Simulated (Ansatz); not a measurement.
The following input was run with Ansatz 0.2.0.

```yaml
crystal:
  lattice:
    - [7.472868, 0.04157, -0.108487]
    - [0.04157, 7.36948, -0.064342]
    - [-0.108487, -0.064342, 7.556228]
  atoms:
    - { symbol: Na, position: [0.7034100321, 0.4770857011, 0.5317336558] }
    - { symbol: Na, position: [0.907100376, 0.9528494559, 0.6200626053] }
    - { symbol: Na, position: [0.4655188999, 0.7710065669, 0.9425083382] }
    - { symbol: Na, position: [0.85520666, 0.1044192115, 0.0771992745] }
    - { symbol: S, position: [0.5485224013, 0.5560699117, 0.1872524056] }
    - { symbol: S, position: [0.0777648053, 0.3589279773, 0.1385013537] }
    - { symbol: Li, position: [0.9725859703, 0.2259193077, 0.3590561939] }
    - { symbol: Li, position: [0.3816518639, 0.8790942996, 0.2627198053] }
    - { symbol: Li, position: [0.2790562033, 0.438453865, 0.366594569] }
    - { symbol: Li, position: [0.8198504023, 0.5134759718, 0.1245250007] }
    - { symbol: Li, position: [0.4273488975, 0.2969783254, 0.0709148741] }
    - { symbol: Li, position: [0.1649191312, 0.4868672327, 0.8058194426] }
    - { symbol: Li, position: [0.2985055738, 0.1545537341, 0.6125568922] }
    - { symbol: Cl, position: [0.7846973218, 0.6605927502, 0.8012133357] }
    - { symbol: Cl, position: [0.5703847371, 0.142413986, 0.8293347898] }
    - { symbol: Cl, position: [0.0030646826, 0.270637964, 0.6472307345] }
    - { symbol: Cl, position: [0.6887174946, 0.0974670606, 0.3807691263] }
    - { symbol: Cl, position: [0.1682854063, 0.9187638702, 0.0934035807] }
    - { symbol: Cl, position: [0.4114089871, 0.5074365101, 0.6536137604] }
    - { symbol: Cl, position: [0.2588853824, 0.8963579675, 0.5003338742] }
basis:
  ecutwfc: 420
kpoints:
  mp_grid: { grid: [3, 3, 3] }
hamiltonian:
  xc: pbe
  dispersion: d3bj
scf:
  occupations: { method: fermi_dirac, width: 0.112 }
output:
  forces: true
  stress: true
  eigenvalues: true
  populations: true
  write_density: true
  write_potential: true
  elf: true
  volumetric_format: npy
```

Launched with
```bash
ansatz run input.yaml --threads 2 --pin off --max-ram 5120MiB --backend cpu --events-out ev --progress --plain --runs-dir out
```

Theory: DFT PBE+D3(BJ), scalar-relativistic, plane waves, PAW (Ansatz).

Part of what the program printed, abridged (iterations and final results):

```
SCF iter   1: F=—  HF=-16770.517670 eV  |F-HF|=—  |Δ(HF+E_count)|=         —  Δρ=1.04e-3  dr2=1.02e-2  ethr=1.77e-3  ⟨swp⟩=9.4  Hψ=5294  notcnv=0  defer=19
SCF iter   2: F=—  HF=-16770.515179 eV  |F-HF|=—  |Δ(HF+E_count)|=   2.49e-3  Δρ=4.97e-4  dr2=2.20e-3  ethr=8.66e-6  ⟨swp⟩=2.2  Hψ=1591  notcnv=0  defer=23
SCF iter   3: F=—  HF=-16770.515045 eV  |F-HF|=—  |Δ(HF+E_count)|=   1.33e-4  Δρ=1.50e-4  dr2=2.46e-4  ethr=1.87e-6  ⟨swp⟩=2.0  Hψ=1327  notcnv=0  defer=23
SCF iter   4: F=—  HF=-16770.515100 eV  |F-HF|=—  |Δ(HF+E_count)|=   5.50e-5  Δρ=4.44e-5  dr2=1.32e-5  ethr=2.08e-7  ⟨swp⟩=2.0  Hψ=1381  notcnv=0  defer=23
SCF iter   5: F=—  HF=-16770.514636 eV  |F-HF|=—  |Δ(HF+E_count)|=   4.64e-4  Δρ=1.31e-5  dr2=1.12e-6  ethr=1.12e-8  ⟨swp⟩=2.0  Hψ=1731  notcnv=0  defer=23
SCF iter   6: F=-16770.514637 eV  HF=-16770.514637 eV  |F-HF|=7.22e-8  |Δ(HF+E_count)|=   8.58e-7  Δρ=3.34e-6  dr2=7.13e-8  ethr=8.47e-11  ⟨swp⟩=14.3  Hψ=7986  notcnv=0
SCF 1 converged in 6 iterations: F = -16770.514637 eV  dr2 = 7.13e-8
SCF converged after 6 iterations
Free energy (F): -16770.514637 eV
Harris-Foulkes:  -16770.514637 eV  (|F-HF|=7.22e-8)
Internal energy: -16770.514635 eV  (E = F + TS)
E sigma→0 (E₀):  -16770.514636 eV
Entropy (-TS):   -0.000002 eV ( 0.000 meV/atom)
Fermi energy:    3.791423 eV
--- Per-component energies (eV) ---
  E_band       = -1695.213303
  E_kinetic    = 1997.800105
  E_local      = -8959.921928  (includes V_loc(G=0)·N_el)
  E_nonlocal   = 486.604950
  E_hartree    = 3178.898082
  E_xc         = -1186.509983
  E_vxc        = -1340.982397  (∫ρ·V_xc dr)
  E_paw        = -7016.450116  (= ΣΔE_a)
  E_vpaw       = -236.509591  (= ΣTr[D̂ρ^β])
  E_aug_tail   = 0.000642  (compensation charges beyond the density's cutoff)
  E_ewald      = -5266.869499
  E_disp       = -4.066888  (pairwise vdW)
  E_smearing   = -0.000002  (= −TS)
--- Forces (eV/Å), atoms counted from 1 ---
  atom   1  Na     0.34705193    -0.29173234    -0.69387915
  atom   2  Na    -0.33439322    -1.04212527     0.32480053
  atom   3  Na     0.09231752     0.32214414    -1.04203225
  atom   4  Na    -0.42886759    -0.71502085    -0.98834877
  atom   5  S     -0.91282233     0.00987056     1.39415007
  atom   6  S      1.06740899     0.87155060    -0.32970758
  atom   7  Li    -0.11180870    -0.34117030     0.49959697
  atom   8  Li     1.32774486    -0.63271937     0.21694208
  atom   9  Li     0.40997210     0.96442336    -0.33550292
  atom  10  Li     0.56881486     0.50098164    -0.77763962
  atom  11  Li    -0.17122408    -0.09120123    -0.30692640
  atom  12  Li    -0.69116143     0.07605326     0.66086485
  atom  13  Li     0.68448400     0.50943900     0.80561111
  atom  14  Cl     1.03965815     0.68884328     0.34492820
  atom  15  Cl    -0.13699543    -0.47838231     0.58703606
  atom  16  Cl     0.59666253     0.63256053     0.29921206
  atom  17  Cl    -0.26491276    -0.12070538    -0.49726704
  atom  18  Cl    -0.61874872    -0.21901124    -1.45429478
  atom  19  Cl    -1.59316497    -0.35224011     0.05357108
  atom  20  Cl    -0.86999787    -0.29161161     1.23874140
--- Stress (GPa, compression-positive) ---
        1.122571       0.213044       0.274219
        0.213044       2.770435       0.484506
        0.274219       0.484506       3.217129
  P = ⅓ Tr σ = 2.3700 GPa (23.700 kbar)
--- Band table (eV; the first three rows and the last of 14) ---
  k-point 0: bands = ["-49.0351", "-48.7791", "-48.4660", "-48.4269", "-43.4829", "-43.3199", "-42.8850", "-42.8682", "-42.6431", "-42.4302", "-41.7898", "-20.9896", "-20.9670", "-20.9410", "-20.7576", "-20.7030", "-20.6723", "-20.4550", "-20.4069", "-20.4037", "-20.3537", "-20.3438", "-20.3165", "-13.2381", "-12.4895", "-12.3487", "-12.2132", "-11.7908", "-11.6149", "-11.5515", "-8.2148", "-7.7370", "-2.3447", "-2.0580", "-1.8203", "-1.5769", "-1.3249", "-1.2825", "-1.2507", "-1.1098", "-0.7908", "-0.7098", "-0.5332", "-0.4981", "-0.4515", "-0.3312", "-0.1082", "-0.0656", "0.1132", "0.1729", "0.5117", "0.5790", "0.6422", "0.8847", "1.1734", "1.6057", "1.8033", "1.9766", "2.1332", "5.1272",  ...
  k-point 1: bands = ["-49.0351", "-48.7791", "-48.4660", "-48.4269", "-43.4829", "-43.3199", "-42.8850", "-42.8682", "-42.6431", "-42.4302", "-41.7898", "-20.9896", "-20.9669", "-20.9410", "-20.7577", "-20.7030", "-20.6723", "-20.4550", "-20.4069", "-20.4037", "-20.3537", "-20.3439", "-20.3165", "-13.2374", "-12.4856", "-12.3484", "-12.2119", "-11.7970", "-11.6146", "-11.5540", "-8.2162", "-7.7412", "-2.3472", "-2.0449", "-1.7530", "-1.5474", "-1.3007", "-1.2301", "-1.1225", "-1.0645", "-0.7864", "-0.6931", "-0.6027", "-0.5159", "-0.4053", "-0.3688", "-0.1918", "-0.1197", "-0.0329", "0.1988", "0.4955", "0.5917", "0.6554", "0.7826", "1.0626", "1.6130", "1.8291", "1.8645", "2.0823", "5.6092", ...
  k-point 2: bands = ["-49.0351", "-48.7791", "-48.4660", "-48.4269", "-43.4829", "-43.3199", "-42.8850", "-42.8682", "-42.6431", "-42.4302", "-41.7898", "-20.9896", "-20.9670", "-20.9410", "-20.7576", "-20.7030", "-20.6723", "-20.4550", "-20.4069", "-20.4038", "-20.3537", "-20.3438", "-20.3165", "-13.2344", "-12.4895", "-12.3608", "-12.2039", "-11.7923", "-11.6137", "-11.5517", "-8.2213", "-7.7375", "-2.3650", "-2.0440", "-1.8312", "-1.5086", "-1.3865", "-1.3162", "-1.1358", "-1.0784", "-0.8036", "-0.7175", "-0.5754", "-0.5126", "-0.4068", "-0.2636", "-0.1185", "-0.0086", "0.0762", "0.2015", "0.4441", "0.5992", "0.6744", "0.8671", "1.1622", "1.5018", "1.6971", "1.9519", "2.0814", "5.6580",  ...
  k-point 13: bands = ["-49.0351", "-48.7791", "-48.4660", "-48.4269", "-43.4829", "-43.3199", "-42.8850", "-42.8682", "-42.6431", "-42.4302", "-41.7898", "-20.9896", "-20.9669", "-20.9410", "-20.7577", "-20.7030", "-20.6723", "-20.4550", "-20.4069", "-20.4037", "-20.3536", "-20.3439", "-20.3165", "-13.2288", "-12.4935", "-12.3576", "-12.2044", "-11.7989", "-11.6151", "-11.5509", "-8.2248", "-7.7402", "-2.2937", "-2.0182", "-1.8086", "-1.4434", "-1.3445", "-1.2947", "-1.1066", "-1.0503", "-0.8369", "-0.7134", "-0.5057", "-0.4684", "-0.4155", "-0.3374", "-0.2096", "-0.1421", "0.0274", "0.1822", "0.4597", "0.5186", "0.7165", "0.8611", "1.0510", "1.4666", "1.7061", "1.9100", "2.0005", "6.0363", ...
--- Löwdin populations: 20 sites ---
  site symbol q [e]
     0     Na      8.3070
     1     Na      8.2800
     2     Na      8.3086
     3     Na      8.2988
     4      S      7.1976
     5      S      7.1704
     6     Li      2.3232
     7     Li      2.3096
     8     Li      2.3345
     9     Li      2.3424
    10     Li      2.3373
    11     Li      2.2953
    12     Li      2.2991
    13     Cl      7.6565
    14     Cl      7.6395
    15     Cl      7.6238
    16     Cl      7.6354
    17     Cl      7.6689
    18     Cl      7.6195
    19     Cl      7.6583
  spilling = 0.005885 (of n_electrons = 118.000000)
```

The calculation finished and met its thresholds.

Time: 29 s on 2 threads of Arm Neoverse V2 (shared host), peak memory 0.88 GiB.